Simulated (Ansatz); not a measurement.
Rh (fcc, Cu type)

```
CELL_PARAMETERS angstrom
      3.80000     0.00000     0.00000
      0.00000     3.80000     0.00000
      0.00000     0.00000     3.80000
ATOMIC_POSITIONS crystal
  Rh 0.00000 0.00000 0.00000
  Rh 0.50000 0.50000 0.00000
  Rh 0.50000 0.00000 0.50000
  Rh 0.00000 0.50000 0.50000
```

Scan: atom 1 (Rh, nearest neighbour Rh at 2.687 Å; its periodic images, 3.8 Å or more away, move with it) is displaced along Cartesian x, direction (1.000, 0.000, 0.000) in Cartesian axes, by s. The other atoms stay.

The numbers are results of r2SCAN (plane waves to 500 eV, PAW, scalar-relativistic; Ansatz, a quantum-chemistry and plane-wave program), not measurements. k mesh 10×10×10 (Γ-centred), Fermi-Dirac smearing 0.05 eV. E stands for the smeared free energy. With partly filled bands, energies and forces of such displacements shift with the k mesh and the smearing. Rh is run without spin polarisation. Rh was relaxed with its symmetry unable to fall. ΔE is measured from the undisplaced structure. The last digit holds for this mesh only.

```json
[
 {"s (Å)": "-0.270", "ΔE (meV/cell)": "withheld"},
 {"s (Å)": "-0.216", "ΔE (meV/cell)": "272.2"},
 {"s (Å)": "-0.162", "ΔE (meV/cell)": "152.6"},
 {"s (Å)": "-0.108", "ΔE (meV/cell)": "67.8"},
 {"s (Å)": "-0.054", "ΔE (meV/cell)": "16.9"},
 {"s (Å)": "0.000", "ΔE (meV/cell)": "0.0"},
 {"s (Å)": "0.054", "ΔE (meV/cell)": "16.9"},
 {"s (Å)": "0.108", "ΔE (meV/cell)": "67.8"},
 {"s (Å)": "0.162", "ΔE (meV/cell)": "152.6"},
 {"s (Å)": "0.216", "ΔE (meV/cell)": "272.2"},
 {"s (Å)": "0.270", "ΔE (meV/cell)": "withheld"}
]
```

### Question
Fit an even polynomial form (powers 2, 4) to the given rows and predict ΔE at s = -0.270.

### Answer
Least squares on the 9 given rows: ΔE = (5796)·s² + (818.8)·s⁴, in meV/cell with s in Å; root-mean-square residual 0.05 meV/cell. At -0.270 the fit gives 426.9 meV/cell; the calculation gives 429.2 meV/cell, so the extrapolation is off by -2.3 (-0.5 %). The quadratic term alone would give 422.5 meV/cell.

(A displaced cell: forces are minus the slopes of the energy, force constants its curvatures, and phonons follow from these.)
